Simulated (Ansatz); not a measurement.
Computed scan of one atom of the cell: TaN (space group P-6m2)

Starting cell, TaN (space group P-6m2):

```
CELL_PARAMETERS angstrom
      2.93603     0.00000     0.00000
     -1.46801     2.54267     0.00000
      0.00000     0.00000     2.88470
ATOMIC_POSITIONS crystal
  Ta 0.00000 0.00000 0.50000
  N  0.66667 0.33333 0.00000
```

In each cell atom 1 (Ta, nearest neighbour N at 2.226 Å; its periodic images, 2.9 Å or more away, move with it) moves by s·(0.707, 0.707, 0.000) (along Cartesian [110]), the rest being held.

These are r2SCAN (plane waves to 500 eV, PAW, scalar-relativistic; Ansatz, a first-principles code) values and carry that method's errors. k mesh 10×10×9 (Γ-centred), Fermi-Dirac smearing 0.05 eV. Energies are smeared free energies. Compression counts positive. Left out: 1 of 11 points, with atoms too close for the PAW data. With partly filled bands, energies and forces of such displacements shift with the k mesh and the smearing. F∥ is the force on the atom along that direction. F⊥ is the part of the force across the line. At this level the bands of TaN touch or barely overlap. Spin-orbit coupling is left out, though Ta is heavy. TaN is run without spin polarisation. TaN was relaxed with its symmetry unable to fall. This is one of several known forms of TaN; the measured ambient cells at hand have space group No. 189. ΔE is measured from the undisplaced structure.

```tsv
s (Å)	ΔE (eV/cell)	F∥ (eV/Å)	|F⊥| (eV/Å)	P (GPa)
-0.670	1.893	3.045	2.091	39.8
-0.536	1.435	3.775	1.352	28.9
-0.402	0.914	3.903	0.848	17.8
-0.268	0.440	3.067	0.351	8.6
-0.134	0.117	1.698	0.081	2.3
0.000	0.000	0.000	0.000	0.0
0.134	0.124	-1.868	0.082	2.6
0.268	0.505	-3.832	0.373	11.0
0.402	1.147	-5.636	0.893	25.6
0.536	1.985	-6.833	1.602	46.3
```

Summary:

- Energy at s = 0.536 Å = 1985 meV/cell
- Force along the line at s = -0.670 Å = 3.05 eV/Å
- Symmetry of the curve = not even: the positive side lies higher at ±0.536 Å
- Shape of the curve = a single well with its minimum at or next to zero displacement
- Force constant k = d²E/ds² at s = 0 (finite differences) = 13.5 eV/Å²
- Harmonic estimate at the end of the scan = ½ks² = 1932 meV/cell against the computed 1985 meV/cell, so the well is close to harmonic there

The 11 points together took roughly 4 core-minutes.

(For displaced atoms, the force is minus the slope of the energy, and its curvature is a force constant, which sets phonon frequencies.)
